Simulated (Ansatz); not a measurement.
A surface is cut from this relaxed crystal of LiPb:

```cif
data_structure
_symmetry_space_group_name_H-M 'Pm-3m'
_symmetry_Int_Tables_number 221
_cell_length_a 3.5151
_cell_length_b 3.5151
_cell_length_c 3.5151
_cell_angle_alpha 90.000
_cell_angle_beta 90.000
_cell_angle_gamma 90.000
_cell_volume 43.43
loop_
_atom_site_label
_atom_site_type_symbol
_atom_site_symmetry_multiplicity
_atom_site_Wyckoff_symbol
_atom_site_fract_x
_atom_site_fract_y
_atom_site_fract_z
_atom_site_occupancy
Li1 Li 1 b 0.50000 0.50000 0.50000 1
Pb1 Pb 1 a 0.00000 0.00000 0.00000 1
```

Miller indices refer to the conventional cell of Pm-3m (No. 221), a = 3.515 Å, b = 3.515 Å, c = 3.515 Å, α = 90.00°, β = 90.00°, γ = 90.00°.

The (110) slab of 5 planes, 9.9 Å thick with 15 Å of vacuum as cut; outer planes LiPb (top) and LiPb (bottom).

Computed with DFT PBEsol, scalar-relativistic, plane waves, PAW in Ansatz 0.2.0. Cutoff 420 eV; k points 10×7×1 on the computed 10-atom cell (Γ-centred); Gaussian smearing, width 0.10 eV; no spin polarisation. The cell repeats along c with a dipole correction in the vacuum.

Results for the relaxed slab:

```
Surface energy (mean of both faces) : 0.53 J/m²
Work function                       : 3.75 eV
```

Relaxation lowers the energy by 0.008 J/m² a face; the largest move is 0.066 Å.

| plane (bottom to top) | atoms | spacing to next, bulk (Å) | relaxed (Å) | change (%) | rumpling (Å) |
| --- | --- | --- | --- | --- | --- |
| 1 | LiPb | 2.486 | 2.480 | -0.2 | 0.080 |
| 2 | LiPb | 2.486 | 2.492 | +0.2 | 0.119 |
| 3 | LiPb | 2.486 | 2.492 | +0.2 | 0.000 |
| 4 | LiPb | 2.486 | 2.480 | -0.2 | 0.119 |
| 5 | LiPb |  |  |  | 0.080 |

Slabs this thin can still miss converged surface energies by a few hundredths of a J/m² and work functions by about a tenth of an eV. The bulk's energy on two k meshes differs by as much as moves the surface energy by 0.04 J/m².

Spin-orbit coupling is left out, which matters for the bands of heavy elements.

γ = (E_slab − N·E_bulk)/2A = 1.155 eV / (2 × 17.47 Å²) = 33.1 meV/Å² = 0.53 J/m², with N = 10 atoms. The cut crosses 4 bonds a cell (neighbours within 10 % of the shortest distances), so each costs 0.29 eV on this count. The top plane, flat in the bulk, buckles with Li 0.08 Å above Pb.
